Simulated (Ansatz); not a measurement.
The end point of a relaxation of Sb₂S₃. Space group Pnma (No. 62), AFLOW prototype A3B2_oP20_62_3c_2c (D5_8, as in Sb2S3). Level of theory: PBEsol (plane waves to 420 eV, PAW, scalar-relativistic; Ansatz, a program for electronic structure).

```cif
data_S12Sb8
_chemical_formula_sum 'Sb8 S12'
_space_group_name_H-M_alt 'Pnma'
_space_group_IT_number 62
_space_group_name_Hall '-P 2ac 2n'
_cell_length_a 11.28865
_cell_length_b 3.83000
_cell_length_c 10.91929
_cell_angle_alpha 90.000
_cell_angle_beta 90.000
_cell_angle_gamma 90.000
loop_
_space_group_symop_operation_xyz
  'x, y, z'
  '-x, -y, -z'
  '-x+1/2, -y, z+1/2'
  'x+1/2, y, -z+1/2'
  'x+1/2, -y+1/2, -z+1/2'
  '-x+1/2, y+1/2, z+1/2'
  '-x, y+1/2, -z'
  'x, -y+1/2, z'
loop_
_atom_site_label
_atom_site_type_symbol
_atom_site_symmetry_multiplicity
_atom_site_Wyckoff_symbol
_atom_site_fract_x
_atom_site_fract_y
_atom_site_fract_z
_atom_site_occupancy
Sb1 Sb 4 c 0.47531 0.25000 0.32604 1
Sb2 Sb 4 c 0.15264 0.25000 0.53247 1
S1 S 4 c 0.29037 0.25000 0.19146 1
S2 S 4 c 0.04838 0.75000 0.37329 1
S3 S 4 c 0.12561 0.25000 0.94232 1
```

| Quantity | Value |
|---|---|
| Volume per atom | 23.61 Å³ |
| Band gap | 1.19 eV, indirect (valence top at Γ, conduction bottom at k = (0, 0, 0.3333)) (no spin-orbit coupling) |
| Smallest direct gap | 1.24 eV at Γ |
| Shortest distances | S–Sb 2.49 Å; S–S 3.30 Å |
| k-mesh | 3×7×3 |

Band energies at high-symmetry points (eV from the VBM; labels of this space group; no spin-orbit coupling), from −5 eV up to 3.7 eV:

```csv
point,energies
Γ,-4.89 -4.64 -4.43 -4.17 -3.66 -3.61 -3.60 -3.55 -3.27 -3.15 -2.91 -2.83 -2.72 -2.69 -2.55 -2.45 -2.42 -2.41 -2.12 -1.98 -1.76 -1.44 -1.41 -1.36 -1.25 -1.23 -1.23 -1.13 -1.13 -0.94 -0.48 -0.39 -0.26 -0.22 -0.17 0.00 1.24 1.48 1.52 1.83 2.10 2.15 2.28 2.56 2.58 2.70 2.84 2.84 3.07 3.09 3.11 3.45 3.54 3.57
X,-4.69 -4.69 -4.31 -4.31 -3.85 -3.85 -3.51 -3.51 -3.49 -3.49 -2.76 -2.76 -2.68 -2.68 -2.67 -2.67 -2.05 -2.05 -1.85 -1.85 -1.60 -1.60 -1.48 -1.48 -1.34 -1.34 -1.11 -1.11 -1.04 -1.04 -0.62 -0.62 -0.18 -0.18 -0.04 -0.04 1.46 1.46 1.72 1.72 1.98 1.98 2.41 2.41 2.67 2.67 2.77 2.77 3.06 3.06 3.34 3.34 3.56 3.56
S,-4.40 -4.40 -4.40 -4.40 -3.98 -3.98 -3.98 -3.98 -3.24 -3.24 -3.24 -3.24 -2.93 -2.93 -2.93 -2.93 -2.39 -2.39 -2.39 -2.39 -1.70 -1.70 -1.70 -1.70 -1.32 -1.32 -1.32 -1.32 -0.41 -0.41 -0.41 -0.41 2.14 2.14 2.14 2.14 2.53 2.53 2.53 2.53 3.15 3.15 3.15 3.15
Y,-4.44 -4.44 -4.26 -4.26 -3.94 -3.94 -3.76 -3.76 -3.50 -3.50 -3.50 -3.50 -3.02 -3.02 -2.85 -2.85 -2.82 -2.82 -2.20 -2.20 -1.54 -1.54 -1.40 -1.40 -1.35 -1.35 -1.12 -1.12 -0.67 -0.67 -0.13 -0.13 1.92 1.92 2.17 2.17 2.31 2.31 2.47 2.47 2.88 2.88 3.69 3.69 3.72 3.72
Z,-4.73 -4.73 -4.66 -4.66 -3.81 -3.81 -3.44 -3.44 -3.10 -3.10 -2.74 -2.74 -2.59 -2.59 -2.30 -2.30 -2.28 -2.28 -1.97 -1.97 -1.85 -1.85 -1.49 -1.49 -1.27 -1.27 -1.19 -1.19 -1.03 -1.03 -0.65 -0.65 -0.19 -0.19 -0.13 -0.13 1.22 1.22 2.04 2.04 2.25 2.25 2.41 2.41 2.63 2.63 2.73 2.73 2.88 2.88 3.48 3.48 3.48 3.48
U,-4.68 -4.68 -4.46 -4.46 -3.79 -3.79 -3.36 -3.36 -3.22 -3.22 -3.20 -3.20 -2.82 -2.82 -2.17 -2.17 -2.16 -2.16 -2.04 -2.04 -1.78 -1.78 -1.25 -1.25 -1.24 -1.24 -1.24 -1.24 -0.67 -0.67 -0.66 -0.66 -0.36 -0.36 -0.31 -0.31 1.29 1.29 2.03 2.03 2.16 2.16 2.31 2.31 2.59 2.59 2.65 2.65 3.04 3.04 3.52 3.52
R,-4.66 -4.66 -4.66 -4.66 -3.83 -3.83 -3.83 -3.83 -3.26 -3.26 -3.26 -3.26 -2.80 -2.80 -2.80 -2.80 -2.25 -2.25 -2.25 -2.25 -1.70 -1.70 -1.70 -1.70 -1.17 -1.17 -1.17 -1.17 -0.85 -0.85 -0.85 -0.85 1.95 1.95 1.95 1.95 2.58 2.58 2.58 2.58 3.41 3.41 3.41 3.41
T,-4.54 -4.54 -4.50 -4.50 -4.04 -4.04 -4.03 -4.03 -3.42 -3.42 -3.19 -3.19 -3.01 -3.01 -2.43 -2.43 -2.38 -2.38 -2.14 -2.14 -1.66 -1.66 -1.64 -1.64 -1.38 -1.38 -1.25 -1.25 -0.82 -0.82 -0.51 -0.51 1.73 1.73 1.91 1.91 2.99 2.99 3.00 3.00 3.31 3.31 3.40 3.40 3.45 3.45 3.66 3.66
```

No spin polarisation in the result. Without spin-orbit coupling the bands of the heavy element are not split, so the gap can be far off.

The run could not lose the symmetry of its start.
